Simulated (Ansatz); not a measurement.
CdSe:
```
CdSe
1.0
    0.00000     3.09813     3.09813
    3.09813     0.00000     3.09813
    3.09813     3.09813     0.00000
Se Cd
1 1
Direct
  0.75000   0.75000   0.75000
  0.00000   0.00000   0.00000
```

The program Ansatz at the PBE level (PAW) gives a gap of 0.49 eV without spin–orbit coupling, maximum at Γ, minimum at Γ.

Task: What happens when spin–orbit coupling is switched on?

Result: The gap shrinks by 0.12 eV, to 0.37 eV; maximum at Γ, minimum at Γ.

Task: How large is the spin–orbit splitting of the valence top at Γ?

Result: The fourfold level lies 0.36 eV above the split-off pair.

Task: Give the electron effective mass with spin–orbit coupling.

Result: 0.047 mₑ (isotropic).

Task: Give the Z2 indices of the occupied bands with spin–orbit coupling.

Result: 0;(000).

Space group F-43m (zinc blende). The cell was relaxed with PBE under the symmetry of its start; phonons on a q-mesh show no instability.

Potentials: the later of the program's two PAW sets.
